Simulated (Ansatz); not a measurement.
PW in space group Pnma (No. 62; P on 4c, W on 4c) at seven volumes, PBEsol (plane waves, PAW; program Ansatz), shape and atoms relaxed at each. One row is withheld.

```csv
V (Å³/atom),P (GPa)
12.986,27.61
13.414,16.85
13.842,?
14.270,0.00
14.698,-6.48
15.126,-11.88
15.554,-16.46
```

### Question
Fit the shown pressures and predict the withheld one.

### Answer
Third-order Birch–Murnaghan: P = (3/2)B₀(x^(7/2) − x^(5/2))[1 + (3/4)(B′ − 4)(x − 1)] with x = (V₀/V)^(2/3). Least squares on the six rows gives V₀ = 14.271 Å³/atom, B₀ = 234.3 GPa, B′ = 4.72. At V = 13.842, x = 1.0206 and P = 7.69 GPa. The run itself gave 7.74 GPa.

The workflow started from a Materials Project entry (that database holds measured and hypothetical structures alike); the Crystallography Open Database files this formula in space group No. 62, but the cells were not matched. Its standing as an ambient phase is unchecked. The PBEsol relaxation kept the symmetry of its start; its stability against distortions is not shown here. No spin polarisation was allowed. Scalar-relativistic: spin–orbit coupling is off unless named, which matters more the heavier the elements.

Potentials: the later of the program's two PAW sets.
